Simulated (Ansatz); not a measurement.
SiSnO₃:
```yaml
crystal:
  lattice:
    - [3.46541, 0.00000, 0.00000]
    - [0.00000, 3.46541, 0.00000]
    - [0.00000, 0.00000, 4.69162]
  atoms:
    - { symbol: Si, position: [0.50000, 0.50000, 0.49034] }
    - { symbol: Sn, position: [0.00000, 0.00000, 0.01500] }
    - { symbol: O, position: [0.50000, 0.50000, 0.83796] }
    - { symbol: O, position: [0.50000, 0.00000, 0.38135] }
    - { symbol: O, position: [0.00000, 0.50000, 0.38135] }
```

Relaxed with PBEsol. Special points in fractions of this cell's reciprocal vectors: Γ (0.000, 0.000, 0.000); X (0.000, 0.500, 0.000); M (0.500, 0.500, 0.000); Z (0.000, 0.000, 0.500); R (0.000, 0.500, 0.500); A (0.500, 0.500, 0.500).

Q: List the band energies nearest the valence-band maximum at these points for plane-wave PAW PBEsol (Ansatz code).

A: In eV from the valence-band maximum; about four levels below and three above (degenerate sets whole), none deeper than 8.9 eV; points with the same levels are listed once.

| k | below | above |
|---|---|---|
| Γ | -4.02 -4.02 -3.96 -3.00 -3.00 | 0.71 4.56 5.78 5.78 |
| X | -4.47 -4.00 -3.69 0.00 | 1.43 4.56 4.78 |
| M | -5.45 -5.45 -4.27 -2.61 -1.50 | 2.84 4.19 4.19 |
| Z | -4.02 -2.94 -2.94 -2.06 | 1.46 2.03 6.23 6.23 |
| R | -4.49 -3.85 -3.74 -0.57 | 2.86 4.15 5.05 |
| A | -3.98 -3.26 -3.26 -1.50 | 3.53 3.53 3.84 |

Space group P4mm. The cell is a constructed one: a structure type filled with these elements; neither database checked (COD, Materials Project) lists it. Its standing as an ambient phase is unchecked. The PBEsol relaxation kept the symmetry of its start; its stability against distortions is not shown here. Spin–orbit coupling is left out wherever it is not named.

Potentials: the later of the program's two PAW sets.
